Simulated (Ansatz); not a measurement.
Relaxed-ion elastic tensor of TiAl₃ (Cu3Au type, Pm-3m) in GPa (Voigt order), the program Ansatz at the PBEsol level (PAW); density 3.48 g/cm³, 15.39 Å³ per atom.

```tsv
	1	2	3	4	5	6
1	198	68.8	68.8	0.0	0.0	0.0
2	68.8	198	68.8	0.0	0.0	0.0
3	68.8	68.8	198	0.0	0.0	0.0
4	0.0	0.0	0.0	83.3	0.0	0.0
5	0.0	0.0	0.0	0.0	83.3	0.0
6	0.0	0.0	0.0	0.0	0.0	83.3
```

### Question
Is the crystal mechanically stable?

### Answer
Yes: the smallest eigenvalue of C is 83.3 GPa.

### Question
Work out the Voigt, Reuss and Hill averages.

### Answer
K_V = 112, K_R = 112, K_H = 112; G_V = 75.9, G_R = 74.7, G_H = 75.3 GPa.

### Question
Give Young's modulus, Poisson's ratio, Pugh's ratio and the universal anisotropy index.

### Answer
E = 9KG/(3K + G) = 185 GPa; ν = 0.23; K/G = 1.49 (brittle by the Pugh limit of 1.75); A_U = 5G_V/G_R + K_V/K_R − 6 = 0.08.

### Question
Estimate the sound speeds and the Debye temperature.

### Answer
v_l = √((K + 4G/3)/ρ) = 7820 m/s, v_t = √(G/ρ) = 4650 m/s, mean 5150 m/s; Θ = (h/k)(3n/4πV)^(1/3) v_m = 617 K.

### Question
Give the Zener ratio and Young's modulus along [100], [110] and [111].

### Answer
A = 2C44/(C11 − C12) = 1.29; 1/E = S11 − 2(S11 − S12 − S44/2)Γ with Γ = 0, 1/4, 1/3 gives 163, 189, 200 GPa.

The first step of the workflow began from a Materials Project structure, measured or hypothetical; the Crystallography Open Database copy checked does not list it. Whether it is the stable phase at ambient conditions was not checked. Symmetry was held in the PBEsol relaxation; whether a distortion lowers the energy is not shown. No spin polarisation was allowed. As this level gives no gap, shear constants depend on the k-mesh and smearing (Fermi–Dirac, 0.1 eV here).

Potentials: the later of the program's two PAW sets.
